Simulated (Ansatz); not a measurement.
MgAlF$_{5}$:
```cif
data_AlF5Mg
_chemical_formula_sum 'Mg1 Al1 F5'
_space_group_name_H-M_alt 'P 1'
_space_group_IT_number 1
_cell_length_a 5.09585
_cell_length_b 5.09585
_cell_length_c 5.09585
_cell_angle_alpha 139.651
_cell_angle_beta 106.102
_cell_angle_gamma 87.738
loop_
_space_group_symop_operation_xyz
  'x, y, z'
loop_
_atom_site_label
_atom_site_type_symbol
_atom_site_fract_x
_atom_site_fract_y
_atom_site_fract_z
_atom_site_occupancy
Mg1 Mg 0.00000 0.00000 0.00000 1
Al1 Al 0.50000 0.50000 0.00000 1
F1 F 0.25755 0.25755 0.00000 1
F2 F 0.74245 0.74245 0.00000 1
F3 F 0.50000 0.00000 0.50000 1
F4 F 0.20211 0.50000 0.70211 1
F5 F 0.79789 0.50000 0.29789 1
```

Relaxed with r²SCAN.

Task: Which orbitals make up the states near the band edges in r²SCAN in the plane-wave PAW code Ansatz?

Result: Top 1 eV of the valence band: F 2p 99 %. Bottom 1 eV of the conduction band: Mg 3s 51 %, F 2s 18 %, Al 3s 17 %, Al 3p 7 %. Projections are on Löwdin-orthogonalised atomic valence shells; empty p or d shells of many metals are not among them.

Task: Tabulate the density of states.

Result: States/eV per cell of 7 atoms, in 0.25 eV bins, energy from the valence-band maximum.

```tsv
E (eV)	total	F 2p	Mg 3s	Al 3p
-6.45	0.00	0.00	0.00	0.00
-6.20	1.50	1.27	0.01	0.01
-5.95	2.03	1.73	0.01	0.02
-5.70	1.30	1.12	0.01	0.04
-5.45	1.19	1.03	0.01	0.07
-5.20	1.76	1.53	0.00	0.17
-4.95	0.21	0.19	0.00	0.03
-4.70	0.07	0.06	0.00	0.00
-4.45	0.65	0.58	0.03	0.02
-4.20	1.88	1.69	0.06	0.09
-3.95	4.44	4.08	0.13	0.15
-3.70	7.82	7.17	0.15	0.32
-3.45	6.08	5.60	0.06	0.26
-3.20	3.87	3.68	0.04	0.08
-2.95	3.65	3.48	0.04	0.07
-2.70	5.51	5.30	0.04	0.08
-2.45	6.64	6.37	0.03	0.12
-2.20	7.09	6.89	0.02	0.08
-1.95	9.84	9.63	0.02	0.07
-1.70	7.26	7.15	0.01	0.02
-1.45	7.19	7.08	0.01	0.03
-1.20	7.43	7.33	0.01	0.03
-0.95	6.07	5.98	0.00	0.04
-0.70	12.70	12.59	0.00	0.05
-0.45	7.90	7.86	0.00	0.01
-0.20	5.71	5.69	0.00	0.01
0.05	0.19	0.18	0.00	0.00
0.30	0.00	0.00	0.00	0.00
0.55	0.00	0.00	0.00	0.00
0.80	0.00	0.00	0.00	0.00
1.05	0.00	0.00	0.00	0.00
1.30	0.00	0.00	0.00	0.00
1.55	0.00	0.00	0.00	0.00
1.80	0.00	0.00	0.00	0.00
2.05	0.00	0.00	0.00	0.00
2.30	0.00	0.00	0.00	0.00
2.55	0.00	0.00	0.00	0.00
2.80	0.00	0.00	0.00	0.00
3.05	0.00	0.00	0.00	0.00
3.30	0.00	0.00	0.00	0.00
3.55	0.00	0.00	0.00	0.00
3.80	0.00	0.00	0.00	0.00
4.05	0.00	0.00	0.00	0.00
4.30	0.00	0.00	0.00	0.00
4.55	0.00	0.00	0.00	0.00
4.80	0.00	0.00	0.00	0.00
5.05	0.00	0.00	0.00	0.00
5.30	0.00	0.00	0.00	0.00
5.55	0.00	0.00	0.00	0.00
5.80	0.00	0.00	0.00	0.00
6.05	0.00	0.00	0.00	0.00
6.30	0.00	0.00	0.00	0.00
6.55	0.00	0.00	0.00	0.00
6.80	0.00	0.00	0.00	0.00
7.05	0.00	0.00	0.00	0.00
7.30	0.00	0.00	0.00	0.00
7.55	0.00	0.00	0.00	0.00
7.80	0.00	0.00	0.00	0.00
8.05	0.07	0.00	0.04	0.00
8.30	0.15	0.00	0.08	0.01
8.55	0.21	0.01	0.11	0.01
8.80	0.27	0.01	0.13	0.02
9.05	0.32	0.02	0.15	0.04
9.30	0.38	0.02	0.16	0.05
9.55	0.44	0.03	0.18	0.07
9.80	0.51	0.04	0.20	0.09
10.05	0.62	0.05	0.24	0.13
10.30	0.64	0.05	0.25	0.14
10.55	0.75	0.06	0.28	0.15
10.80	0.81	0.06	0.28	0.17
11.05	0.87	0.07	0.25	0.20
11.30	0.96	0.08	0.25	0.23
11.55	1.02	0.08	0.25	0.27
11.80	1.14	0.09	0.27	0.33
```

Space group Immm. The workflow started from an entry of the Crystallography Open Database (COD). Its standing as an ambient phase is unchecked. Symmetry was held in the r²SCAN relaxation; its stability against distortions is not shown here.

Potentials: the later of the program's two PAW sets.
